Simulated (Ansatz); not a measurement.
Data:

La₃Al₄Si₆:
```
CELL_PARAMETERS angstrom
      4.19172     0.00000     0.00000
     -2.09586     3.63014     0.00000
      0.00000     0.00000    18.56594
ATOMIC_POSITIONS crystal
  La 0.00000 0.00000 0.11273
  La 0.00000 0.00000 0.88727
  La 0.00000 0.00000 0.50000
  Al 0.33333 0.66667 0.74169
  Al 0.66667 0.33333 0.25831
  Al 0.33333 0.66667 0.35912
  Al 0.66667 0.33333 0.64088
  Si 0.33333 0.66667 0.60449
  Si 0.66667 0.33333 0.39551
  Si 0.33333 0.66667 0.99713
  Si 0.66667 0.33333 0.00287
  Si 0.33333 0.66667 0.22233
  Si 0.66667 0.33333 0.77767
```

This is the r²SCAN-relaxed structure.

**Question.** All from the program Ansatz at the r²SCAN level (PAW), unless another level is named. Give the electronic character.

**Answer.** metallic (no gap).

**Question.** Predict the density of states at the Fermi level.

**Answer.** 0.40 states/eV per atom (mean over ±0.08 eV).

**Question.** Next, the formation energy from the elements (no fitted shifts)?

**Answer.** -0.53 eV/atom.

Space group P-3m1. The first step of the workflow began from a Materials Project structure, measured or hypothetical; the Crystallography Open Database copy checked does not list it. Whether it is the stable phase at ambient conditions was not checked. The cell was relaxed with r²SCAN under the symmetry of its start; its stability against distortions is not shown here. The references are the lowest solids computed at this level, not always the standard phases. Scalar-relativistic: spin–orbit coupling is off unless named, which matters more the heavier the elements.

Potentials: the earlier of the program's two PAW sets.
